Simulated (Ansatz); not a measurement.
A geometry of VBiO₄ away from equilibrium: the start of the relaxation of a randomly generated symmetric cell of VBiO4 (space group No. 22). Level of theory: PBE (plane waves to 420 eV, PAW, scalar-relativistic; Ansatz, a first-principles code). Γ-centred k-mesh 6×6×6 on the run's cell (coarser than for final values), Fermi–Dirac smearing 0.05 eV.

```xyz
6
Lattice="0.0000 3.6900 4.1833 2.7926 0.0000 4.1833 2.7926 3.6900 0.0000" Properties=species:S:1:pos:R:3 pbc="T T T"
Bi     1.3963     1.8450     2.0916
O      2.5973     5.1273     2.6697
O      2.5973     2.2528     5.6969
O      2.9880     2.2528     2.6697
O      2.9880     5.1273     5.6969
V      2.7926     3.6900     4.1833
```
Spin-polarised start, with parallel moments on V.

Problem. Which atoms carry the largest force, and which way does it point?

Solution. 19.49 eV/Å, on O2, O3, O4, O5 (atoms numbered as listed); on O3 its components are (-13.04, 8.40, -11.80).

Problem. What is the pressure?

Solution. +83.4 GPa, compression positive.

No spin polarisation in the result: the starting moments vanished. No Hubbard U is applied.

The run could not lose the symmetry of its start, so the end can be a saddle point.

The end of the path is a generated cell of VBiO4: the first start was made by a random draw of sites in a space group, and the end was not matched to a known phase here, so it may be hypothetical. Known forms of VBiO4 include space group No. 88.
